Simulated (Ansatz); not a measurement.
Si (diamond)

```
Si
1.0
    0.00000     2.72210     2.72210
    2.72210     0.00000     2.72210
    2.72210     2.72210     0.00000
Si
2
Direct
  0.00000   0.00000   0.00000
  0.25000   0.25000   0.25000
```

This relaxed cell (volume V₀) is scaled evenly in all directions, its shape held. Symmetry pins the atoms to their sites.

Method: r2SCAN (plane waves to 500 eV, PAW, scalar-relativistic; Ansatz, an electronic-structure program). k mesh 11×11×11 (Γ-centred), Fermi-Dirac smearing 0.05 eV. Energies are smeared free energies. Si was relaxed with its symmetry unable to fall. ΔE is measured from the relaxed starting cell.

```json
[
 {"V (Å³/atom)": "16.943", "ΔE (meV/atom)": "210.2"},
 {"V (Å³/atom)": "17.750", "ΔE (meV/atom)": "109.4"},
 {"V (Å³/atom)": "18.557", "ΔE (meV/atom)": "45.1"},
 {"V (Å³/atom)": "19.363", "ΔE (meV/atom)": "10.5"},
 {"V (Å³/atom)": "20.170", "ΔE (meV/atom)": "0.0"},
 {"V (Å³/atom)": "20.977", "ΔE (meV/atom)": "9.1"},
 {"V (Å³/atom)": "21.784", "ΔE (meV/atom)": "34.1"},
 {"V (Å³/atom)": "22.591", "ΔE (meV/atom)": "71.9"},
 {"V (Å³/atom)": "23.398", "ΔE (meV/atom)": "120.0"}
]
```

What is the fitted pressure derivative B₀′?

4.2.

What bulk modulus B₀ follows from a third-order Birch-Murnaghan fit?

96.4 GPa. Check by three points about V = 20.170 Å³/atom, step 0.807: d²E/dV² ≈ (10.5 − 2·0.0 + 9.1) meV / 0.807² = 0.0301 eV/Å⁶, and V·d²E/dV² × 160.2 = 97.3 GPa.

(Under strain, the slope of the energy per volume gives the stress and its curvature an elastic modulus.)
